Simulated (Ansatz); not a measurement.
**Sr₂AlBO₆, before and after**

The guess for Sr₂AlBO₆ was made by a generator: perovskite family, tilts a0a0a0, rock-salt order on the B sites (Fm-3m, No. 225) (A site Sr; B site Al B; X site O). Lengths were set from tabulated atomic sizes, so they are only a guess.

POSCAR.start

```
Sr Al B O
1.0
     0.00000    3.84180    3.84180
     3.84180    0.00000    3.84180
     3.84180    3.84180    0.00000
Sr Al B O
2 1 1 6
Cartesian
  1.9209 1.9209 1.9209
  5.7627 5.7627 5.7627
  0.0000 0.0000 0.0000
  3.8418 3.8418 3.8418
  1.9788 3.8418 3.8418
  3.8418 1.9788 3.8418
  3.8418 3.8418 1.9788
  5.7048 3.8418 3.8418
  3.8418 5.7048 3.8418
  3.8418 3.8418 5.7048
```

Level of theory: Ansatz 0.2.0, DFT PBE, scalar-relativistic, plane waves, PAW. Cutoff 420 eV, Gaussian smearing, Γ-centred meshes. Cell and atoms relax first on a coarse mesh and then on a finer one. In between, the cell is made exact in the group found at 0.06 Å. In metals the finer mesh still leaves noise of several meV/atom or more. The steps can't lower the symmetry of their start. Collinear spin is switched on along the way, since trial moments persisted in a coarse test.

POSCAR.end

```
Sr Al B O
1.0
     0.00000    3.70548    3.70548
     3.70548    0.00000    3.70548
     3.70548    3.70548    0.00000
Sr Al B O
2 1 1 6
Direct
  0.25000 0.25000 0.25000
  0.75000 0.75000 0.75000
  0.00000 0.00000 0.00000
  0.50000 0.50000 0.50000
  0.73702 0.26298 0.26298
  0.26298 0.73702 0.26298
  0.26298 0.26298 0.73702
  0.26298 0.73702 0.73702
  0.73702 0.26298 0.73702
  0.73702 0.73702 0.26298
```

The symmetry stays Fm-3m (No. 225). The volume per atom shrinks by 10.3 %, from 11.3 to 10.2 Å³. The shortest distance goes from 1.86 Å (B–O) to 1.76 Å (B–O).

| Item | Value |
| --- | --- |
| Volume per atom | 10.18 Å³ |
| Density | 5.04 g/cm³ |
| Formation energy | −2.03 eV/atom |
| Gap on the 10×10×10 mesh of the 10-atom cell | 0 eV (a metal) |
| Net moment per atom | 0.15 μB |
| Moment by site | O 0.2 (×6) μB |

The zero of energy is the elements' standard structures at the same level (O₂ as a molecule); no fitted shifts are applied. A negative formation energy is needed for stability but isn't enough: competing phases decide.

The last run used collinear spin and Gaussian smearing of 0.10 eV. Another magnetic order may lie lower. A structure relaxed within its symmetry needn't be a true minimum. In all, the 3 runs took 2.9 min on 1 thread of AMD EPYC 7R43 64-Core Processor (Zen 3) (shared host). Site moments count only spheres around the atoms; the net moment includes the space between them.
